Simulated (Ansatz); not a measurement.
BaTiO3:
```cif
data_Ba6O18Ti6
_chemical_formula_sum 'Ba6 Ti6 O18'
_space_group_name_H-M_alt 'P63/mmc'
_space_group_IT_number 194
_space_group_name_Hall '-P 6c 2c'
_cell_length_a 5.68668
_cell_length_b 5.68668
_cell_length_c 13.87690
_cell_angle_alpha 90.000
_cell_angle_beta 90.000
_cell_angle_gamma 120.000
loop_
_atom_site_label
_atom_site_type_symbol
_atom_site_symmetry_multiplicity
_atom_site_Wyckoff_symbol
_atom_site_fract_x
_atom_site_fract_y
_atom_site_fract_z
_atom_site_occupancy
Ba1 Ba 4 f 0.33333 0.66667 0.09738 1
Ba2 Ba 2 b 0.00000 0.00000 0.25000 1
Ti1 Ti 4 f 0.66667 0.33333 0.15374 1
Ti2 Ti 2 a 0.00000 0.00000 0.00000 1
O1 O 12 k 0.33035 0.16518 0.08072 1
O2 O 6 h 0.51646 0.03293 0.25000 1
```

Relaxed with PBEsol. The program Ansatz at the PBEsol level (PAW) gives a gap of 1.84 eV.

Question: What gap does HSE06 give on the same cell (Ansatz, PAW)?

Answer: 3.34 eV, 1.50 eV more. The hybrid was solved on a coarser mesh and at special points; its gap is the smallest among all of these.

```json
[
 {"k": "Γ", "v1 PBEsol": "0.00", "c1 PBEsol": "1.84", "v1 HSE06": "0.00", "c1 HSE06": "3.34"},
 {"k": "A", "v1 PBEsol": "-0.06", "c1 PBEsol": "2.08", "v1 HSE06": "?", "c1 HSE06": "?"},
 {"k": "K", "v1 PBEsol": "-0.36", "c1 PBEsol": "2.79", "v1 HSE06": "?", "c1 HSE06": "?"},
 {"k": "H", "v1 PBEsol": "-0.47", "c1 PBEsol": "2.84", "v1 HSE06": "?", "c1 HSE06": "?"},
 {"k": "M", "v1 PBEsol": "-0.21", "c1 PBEsol": "2.26", "v1 HSE06": "?", "c1 HSE06": "?"},
 {"k": "L", "v1 PBEsol": "-0.30", "c1 PBEsol": "2.27", "v1 HSE06": "-0.30", "c1 HSE06": "3.81"}
]
```

Question: Top valence (v1) and lowest conduction level (c1) in eV from each method's valence maximum (which need not be a listed point): supply the withheld HSE06 values.

Answer: 
- M, v1 HSE06: -0.20
- M, c1 HSE06: 3.81
- A, v1 HSE06: -0.07
- A, c1 HSE06: 3.59
- H, v1 HSE06: -0.49
- H, c1 HSE06: 4.41
- K, v1 HSE06: -0.37
- K, c1 HSE06: 4.37

Cost on shared cores: the PBEsol run (SCF on a 6×6×2 mesh, then bands and DOS) very roughly 7 core-minutes, the HSE06 run (SCF on 4×4×2, then a few points) roughly 27 core-minutes; the tasks are unlike.

Space group P6_3/mmc. The first step of the workflow began from a Materials Project structure, measured or hypothetical; the Crystallography Open Database files this formula in space group No. 194, but the cells were not matched. It is not the phase usual at ambient conditions (space group No. 99). The PBEsol relaxation kept the symmetry of its start; its stability against distortions is not shown here. No spin polarisation was allowed. Scalar-relativistic: spin–orbit coupling is off unless named, which matters more the heavier the elements.

Potentials: the later of the program's two PAW sets.
